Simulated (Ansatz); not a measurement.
## Relaxing Os (hcp)

**What was measured.** A cell as deposited of hexagonal Os (space group P6_3/mmc), temperature not stated, from the Crystallography Open Database (1998), has a, c = 2.734, 4.320 Å and 13.98 Å³/atom.

Method: PBEsol, scalar-relativistic; no spin polarisation; PAW, 420 eV, 18×18×10 k-mesh, Gaussian smearing of 0.05 eV; code Ansatz. The datasets are Ansatz's generated set soft_2.

Starting cell, 1 % over the database's volume:

```xyz
2
Lattice="2.7400 0.0000 0.0000 -1.3700 2.3729 0.0000 0.0000 0.0000 4.3265" Properties=species:S:1:pos:R:3 pbc="T T T"
Os    0.0000    1.5819    3.2448
Os    1.3700    0.7910    1.0816
```

The runs in order:

```csv
run,level,k-mesh,kind,V (Å³/atom),P (GPa),E − E(final) (meV/atom),gap on the mesh (eV)
1,PBEsol,18×18×10,cell and atoms relaxed,13.89,0.0,0.0,metal
```

Cell and atoms are those of this level's equilibrium.

The final structure (symmetry read at 0.01 Å). Symmetry: P6_3/mmc, No. 194, hexagonal system. Conventional cell: a = 2.727 Å, b = 2.727 Å, c = 4.314 Å, α = 90.00°, β = 90.00°, γ = 120.00°. Os (site symmetry -6m2) is surrounded by 12 Os at 2.67 to 2.73 Å. (Neighbours are counted to 15 % beyond the shortest distance.)

At the final geometry the gap, band path included, is zero (metallic). 

**Comparison.** The computed cell (2.727, 4.314 Å, 13.89 Å³/atom) differs from the database's by −0.7 % in volume, about −0.2 % in length. PBEsol was built to cure PBE's overestimate of volumes, and the static lattice lacks thermal expansion.

For elements this heavy, spin–orbit coupling would shift levels and gaps; it isn't included here.
